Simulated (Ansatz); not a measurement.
A geometry of CsAu away from equilibrium: the start of the relaxation of a generated cell, CsAu placed in the AFLOW prototype AB_tI16_140_ab_h (B37, as in TlSe). Level of theory: r2SCAN (plane waves to 500 eV, PAW, scalar-relativistic; Ansatz, a quantum-chemistry and plane-wave program). Γ-centred k-mesh 6×6×6 on the run's cell (coarser than for final values), Fermi–Dirac smearing 0.05 eV.

```xyz
8
Lattice="-4.4812 4.4812 3.9120 4.4812 -4.4812 3.9120 4.4812 4.4812 -3.9120" Properties=species:S:1:pos:R:3 pbc="T T T"
Cs     0.0000     0.0000     5.8680
Cs     0.0000     0.0000     1.9560
Cs     4.4812     0.0000     1.9560
Cs     0.0000     4.4812     1.9560
Au     6.0855     1.6043     0.0000
Au     1.6043     2.8770     0.0000
Au     2.8770     1.6043     3.9120
Au    -1.6043     2.8770     3.9120
```

**Question.** Predict the force on each atom, in eV/Å.

**Answer.** 
| atom | Fx | Fy | Fz |
|---|---|---|---|
| Cs1 | 0.00 | 0.00 | 0.00 |
| Cs2 | 0.00 | 0.00 | 0.00 |
| Cs3 | 0.00 | 0.00 | 0.00 |
| Cs4 | 0.00 | 0.00 | 0.00 |
| Au5 | 1.17 | 1.17 | 0.00 |
| Au6 | 1.17 | -1.17 | 0.00 |
| Au7 | -1.17 | 1.17 | 0.00 |
| Au8 | -1.17 | -1.17 | 0.00 |

**Question.** What is the pressure?

**Answer.** +3.4 GPa, compression positive.

**Question.** How much energy per atom can still be gained by relaxing?

**Answer.** 0.31 eV/atom; the path ends in Pm-3m (No. 221) (CsCl type).

No spin polarisation in the result.

The run could not lose the symmetry of its start.
